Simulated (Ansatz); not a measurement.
# ZrC, first-principles data

ZrC:
```xyz
4
Lattice="3.3648 0.0000 0.0000 -1.6824 2.9140 0.0000 0.0000 0.0000 5.3198" Properties=species:S:1:pos:R:3 pbc="T T T"
Zr     0.0000     1.9426     1.3300
Zr     1.6824     0.9713     3.9899
C      0.0000     0.0000     0.0000
C      0.0000     0.0000     2.6599
```

Space group P6_3/mmc (No. 194), NiAs type; conventional cell a = b = 3.365 Å, c = 5.320 Å, α = β = 90.00°, γ = 120.00°.

Method: r²SCAN in the plane-wave PAW code Ansatz. Structure relaxed to zero pressure with the same functional. Other levels are named where they apply.

**Cell and energy**

```
Item                                                          Result
-----------------------------------------------------  -------------
Volume per atom                                             13.04 Å³
Density                                                   6.57 g/cm³
Formation energy from the elements (no fitted shifts)  -0.81 eV/atom
```

**Electronic structure**

```
Property                                                                                         Result
---------------------------------------------------------  --------------------------------------------
Electronic character                                                                  metallic (no gap)
Density of states at the Fermi level                       0.15 states/eV per atom (mean over ±0.08 eV)
Gap with spin–orbit coupling                                                            none (metallic)
Z2 indices of the occupied bands with spin–orbit coupling                                       0;(000)
```

**Mechanics**

```
Property                                                                                      Value
--------------------------------------------  -----------------------------------------------------
Bulk modulus (Birch–Murnaghan fit)                                                          226 GPa
Pressure derivative B′                                                                          4.0
Elastic constants (relaxed ions, GPa)         C11 = 402, C12 = 123, C13 = 164, C33 = 334, C44 = 160
Mechanical stability                                         stable (all eigenvalues of C positive)
Hill bulk and shear moduli                                                          227 and 135 GPa
Young's modulus                                                                             337 GPa
Poisson's ratio                                                                                0.25
Debye temperature from the elastic constants                                                  636 K
```

**Phonons**

```
Property                                       Result
-----------------------------  ----------------------
Highest zone-centre frequency                615 cm⁻¹
Zone-centre stability          no imaginary mode at Γ
```

**Charges**

```
Quantity                     Value
-------------  -------------------
Bader charges  Zr +1.90, C -1.90 e
```

The first step of the workflow began from a Materials Project structure, measured or hypothetical; the Crystallography Open Database copy checked does not list it. It is not the phase usual at ambient conditions (space group No. 225). The cell was relaxed with r²SCAN under the symmetry of its start. No spin polarisation was allowed. As this level gives no gap, shear constants depend on the k-mesh and smearing (Fermi–Dirac, 0.1 eV here). As this level gives no gap, phonon frequencies hold no LO–TO term and depend on the k-mesh and smearing (Fermi–Dirac, 0.1 eV here). The references are the lowest solids computed at this level, not always the standard phases. Spin–orbit coupling is left out wherever it is not named.

Potentials: the later of the program's two PAW sets.
